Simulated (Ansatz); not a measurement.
SiB2Mo2 in space group P-6m2 (No. 187; Mo on 2h, Si on 1a, B on 1b, B on 1f) under volume change, DFT-PBE in the program Ansatz with PAW potentials, shape and atoms relaxed at each volume.

```csv
V (Å³/atom),E − E(relaxed) (meV/atom),P (GPa)
10.219,84.4,29.05
10.556,35.5,17.80
10.893,8.4,8.20
11.230,0.0,-0.01
11.567,[?],[?]
11.904,28.7,-12.96
12.241,[?],[?]
```

**Question.** Some entries are withheld; supply them.

**Answer.** 
- 12.241, E − E(relaxed) (meV/atom): 61.4
- 12.241, P (GPa): -18.04
- 11.567, E − E(relaxed) (meV/atom): 7.6
- 11.567, P (GPa): -7.00

**Question.** What does a third-order Birch–Murnaghan fit give for V₀, B₀ and B′?

**Answer.** V₀ = 11.23 Å³/atom, B₀ = 252 GPa, B′ = 4.3.

The start of the workflow was typed in or built on a structure type; neither database checked (COD, Materials Project) lists it. Whether it is the stable phase at ambient conditions was not checked. The PBE relaxation kept the symmetry of its start; whether a distortion lowers the energy is not shown. No spin polarisation was allowed.

Potentials: the earlier of the program's two PAW sets.
